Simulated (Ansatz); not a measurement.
Question: V2O3 (corundum, R-3c) is relaxed with DFT-PBEsol in the program Ansatz with PAW potentials. What lattice parameters of the conventional cell result?

Answer: a = 4.775 Å, c = 14.236 Å.

Question: Give the free coordinates with the occupied sites.

Answer: In one choice of origin and axes:

| atom | site | symmetry | x | y | z |
|---|---|---|---|---|---|
| O | 18e | .2 | 0.3257 | 0.3257 | 0.7500 |
| V | 12c | 3. | 0.0000 | 0.0000 | 0.1603 |

Question: Is it a metal or does it have a gap at this level?

Answer: No gap at this level.

Symmetry was held in the PBEsol relaxation. The final state is ferromagnetic, chosen from 5 collinear starts compared on coarse meshes (ties went to the first, and starts can fall back to one state), not a proven ground state. No Hubbard U is applied. The compound may be a true metal, but semilocal functionals without U, or a wrong spin order, can also close a gap.

Potentials: the earlier of the program's two PAW sets. The files were generated under PBE; for other functionals the program regenerates the frozen cores, and for LDA and PBEsol the local potential too.
